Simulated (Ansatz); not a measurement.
A geometry of HfO₂ away from equilibrium: step 11 of the relaxation of a generated cell, HfO2 placed in the AFLOW prototype A2B_hP9_147_g_ad (B_b, as in ZnAg2). Method: PBE (plane waves to 420 eV, PAW, scalar-relativistic; Ansatz, a program for electronic structure). Γ-centred k-mesh 4×4×9 on the run's cell (coarser than for final values), Fermi–Dirac smearing 0.05 eV.

```
CELL_PARAMETERS angstrom
      5.69269     0.00000     0.00000
     -2.84634     4.93001     0.00000
      0.00000     0.00000     3.22552
ATOMIC_POSITIONS crystal
  Hf 0.00000 0.00000 0.00000
  Hf 0.66667 0.33333 0.73965
  Hf 0.33333 0.66667 0.26035
  O  0.62076 0.70084 0.75209
  O  0.08008 0.37924 0.75209
  O  0.29916 0.91992 0.75209
  O  0.37924 0.29916 0.24791
  O  0.91992 0.62076 0.24791
  O  0.70084 0.08008 0.24791
```

Problem. Which atoms carry the largest force, and which way does it point?

Solution. 0.02 eV/Å, on O4, O5, O6, O7, O8, O9 (atoms numbered as listed); on O5 its components are (-0.01, -0.02, 0.00).

Problem. What is the pressure?

Solution. +6.4 GPa, compression positive.

Problem. How much energy per atom can still be gained by relaxing?

Solution. 0.04 eV/atom; the path ends in P-3 (No. 147).

No spin polarisation in the result.

The run could not lose the symmetry of its start: the end is stationary, and may be a saddle point rather than a minimum.

The end of the path is a generated cell of HfO2: the first start was made by placing the elements on the sites of a structure type, and the end was not matched to a known phase here, so it may be hypothetical. Known forms of HfO2 include space group No. 14, 29, 137, 225.
